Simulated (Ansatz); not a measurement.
## NiGe: computed property card

NiGe:
```yaml
crystal:
  lattice:
    - [5.28422, 0.00000, 0.00000]
    - [0.00000, 3.46795, 0.00000]
    - [0.00000, 0.00000, 5.72057]
  atoms:
    - { symbol: Ni, position: [0.50733, 0.25000, 0.68933] }
    - { symbol: Ni, position: [0.49267, 0.75000, 0.31067] }
    - { symbol: Ni, position: [0.99267, 0.75000, 0.18933] }
    - { symbol: Ni, position: [0.00733, 0.25000, 0.81067] }
    - { symbol: Ge, position: [0.68866, 0.25000, 0.09021] }
    - { symbol: Ge, position: [0.31134, 0.75000, 0.90979] }
    - { symbol: Ge, position: [0.81134, 0.75000, 0.59021] }
    - { symbol: Ge, position: [0.18866, 0.25000, 0.40979] }
```

Space group Pnma (No. 62); conventional cell a = 5.284 Å, b = 3.468 Å, c = 5.721 Å, α = β = γ = 90.00°.

Method: DFT-PBEsol in the program Ansatz with PAW potentials. The cell and atoms are relaxed at this level. Other levels are named where they apply.

**Cell and energy**

```json
{
  "volume_per_atom": "13.10 Å³",
  "density": "8.32 g/cm³",
  "Formation energy from the elements (no fitted shifts)": "-0.37 eV/atom"
}
```

**Electronic structure**

```json
{
 "electronic_character": "metallic (no gap)",
 "Density of states at the Fermi level": "0.30 states/eV per atom (mean over ±0.08 eV)"
}
```

**Mechanics**

```json
{
 "Elastic constants (relaxed ions, GPa)": "C11 = 232, C22 = 204, C33 = 192, C12 = 154, C13 = 113, C23 = 121, C44 = 77.4, C55 = 117, C66 = 119",
 "mechanical_stability": "stable (all eigenvalues of C positive)",
 "hill_bulk_and_shear_moduli": "154 and 69.2 GPa",
 "Young's modulus": "180 GPa",
 "Poisson's ratio": "0.30",
 "debye_temperature_from_the_elastic_constants": "407 K"
}
```

The PBEsol relaxation kept the symmetry of its start. The run is not spin-polarised. As this level gives no gap, shear constants depend on the k-mesh and smearing (Fermi–Dirac, 0.1 eV here). On the denser mesh and wider smearing of the elastic run this cell carries a stress of 0.4 GPa. The references are the lowest solids computed at this level, not always the standard phases. Scalar-relativistic: spin–orbit coupling is off unless named, which matters more the heavier the elements.

Potentials: the earlier of the program's two PAW sets. The files were generated under PBE; for other functionals the program regenerates the frozen cores, and for LDA and PBEsol the local potential too.
